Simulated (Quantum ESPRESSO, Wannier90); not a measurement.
## AlP (zinc blende): Wannier90 run

```
begin unit_cell_cart
ang
    0.0000000000    2.7364850000    2.7364850000
    2.7364850000    0.0000000000    2.7364850000
    2.7364850000    2.7364850000    0.0000000000
end unit_cell_cart
begin atoms_frac
Al   0.0000000000  0.0000000000  0.0000000000
P    0.2500000000  0.2500000000  0.2500000000
end atoms_frac
```

Structure: Materials Project mp-1550, symmetrised, not relaxed again. COD (Crystallography Open Database) has an entry of this formula and space group (matched by these alone). Level: PBEsol, no spin polarisation, no spin-orbit coupling; pw.x of Quantum ESPRESSO at 36 Ry with PseudoDojo potentials, 10×10×10 k-points, Wannier90. Density: 10×10×10 mesh, cold smearing 0.01 Ry.

Bands 2-4 form an isolated set from -5.55 to 0.00 eV relative to the valence-band maximum (on the path) and are turned into 3 Wannier functions by minimising the spread from the start: atomic waves P 3p.

Centres (Cartesian, Å; one of the equivalent choices) and spreads:

```
n      x      y      z  spread (Å²)  nearest atom
-  -----  -----  -----  -----------  ------------
1  1.368  1.368  1.368        2.982            P2
2  1.368  1.368  1.368        2.982            P2
3  1.368  1.368  1.368        2.982            P2
```

Ω_I = 8.42 Å², Ω_total = 8.95 Å²; the interpolated bands follow pw.x to 2.1 meV rms on the path. Only this start was tried; a symmetric start can stop on a saddle, and mixtures of these functions could lower the total by at most Ω_total − Ω_I.
